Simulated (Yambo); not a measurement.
# Convergence of the G0W0 gap of K2PtC2

G0W0@PBEsol for K2PtC2 (space group P-3m1, No. 164) in Yambo. Reference settings: 3×3×2 Γ-centred k mesh, bands 5 to 219 and a 8 Ry block in the screening, 219 bands in G with the Bruneval-Gonze terminator, plasmon pole fitted at 27.2 eV. The PBEsol gap A → (0, 0.333, -0.5) on this mesh is 1.19 eV; G0W0 gaps are taken between the same points.

| change from the reference | G0W0 gap A → (0, 0.333, -0.5) (eV) | shift of the valence edge (eV) | rough Yambo cost |
|---|---|---|---|
| reference settings | 2.07 | -0.51 | 1 |
| 81 bands in G | 2.07 | -0.47 | – |
| 139 bands in G | 2.07 | -0.50 | – |
| 2 Ry block | 1.91 | -0.22 | within a factor of two |
| 3 Ry block | 1.93 | -0.30 | within a factor of two |
| no terminator | 1.98 | -0.34 | – |

The reference isn't shown to be the converged limit. Costs are rough (shared machines), scaled to the same edge states, and given only for runs that recompute the screening. The mesh misses a band edge: along a dense path the PBEsol gap is 0.88 eV against 1.19 eV on the mesh.

Spin-orbit coupling is left out, which matters for elements this heavy: edges can move by tenths of an eV.

Geometry of the Materials Project entry, not relaxed at this level; primitive cell a = b = 5.1383 Å, c = 5.1945 Å, α = β = 90.00°, γ = 120.00°.

The structure is a Materials Project entry; no match was found in the copy of COD used, and its stability was not checked.

A shift is the quasiparticle energy of the state minus its PBEsol energy.
